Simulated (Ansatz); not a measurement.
Rb₂AgSbCl₆:
```
CELL_PARAMETERS angstrom
      0.00000     5.31423     5.31423
      5.31423     0.00000     5.31423
      5.31423     5.31423     0.00000
ATOMIC_POSITIONS crystal
  Rb 0.75000 0.75000 0.75000
  Rb 0.25000 0.25000 0.25000
  Ag 0.50000 0.50000 0.50000
  Sb 0.00000 0.00000 0.00000
  Cl 0.75140 0.24860 0.24860
  Cl 0.24860 0.75140 0.75140
  Cl 0.24860 0.75140 0.24860
  Cl 0.75140 0.24860 0.75140
  Cl 0.24860 0.24860 0.75140
  Cl 0.75140 0.75140 0.24860
```

Relaxed with r²SCAN. Special points in fractions of this cell's reciprocal vectors: Γ (0.000, 0.000, 0.000); X (0.500, 0.000, 0.500); U (0.625, 0.250, 0.625); K (0.375, 0.375, 0.750); L (0.500, 0.500, 0.500); W (0.500, 0.250, 0.750).

Task: List the band energies nearest the valence-band maximum at these points for the program Ansatz at the r²SCAN with spin–orbit coupling level (PAW).

Result: In eV from the valence-band maximum; about four levels below and three above (degenerate sets whole), none deeper than 8.9 eV; points with the same levels are listed once.

```json
[
 {"k": "Γ", "below": "-1.26 -1.26 -1.26 -1.26", "above": "2.10 2.10 2.67 2.67 2.67 2.67"},
 {"k": "X", "below": "-1.26 -1.26 0.00 0.00", "above": "2.60 2.60 3.13 3.13"},
 {"k": "U", "below": "-1.57 -1.57 -0.22 -0.22", "above": "2.40 2.40 3.13 3.13"},
 {"k": "L", "below": "-1.85 -1.85 -1.41 -1.41", "above": "1.56 1.56 3.51 3.51"},
 {"k": "W", "below": "-1.74 -1.74 -0.14 -0.14", "above": "2.58 2.58 3.09 3.09"}
]
```

Space group Fm-3m. The first step of the workflow began from a Materials Project structure, measured or hypothetical; the Crystallography Open Database copy checked does not list it. Whether it is the stable phase at ambient conditions was not checked. The cell was relaxed with r²SCAN under the symmetry of its start; whether a distortion lowers the energy is not shown. No spin polarisation was allowed.

Potentials: the later of the program's two PAW sets.
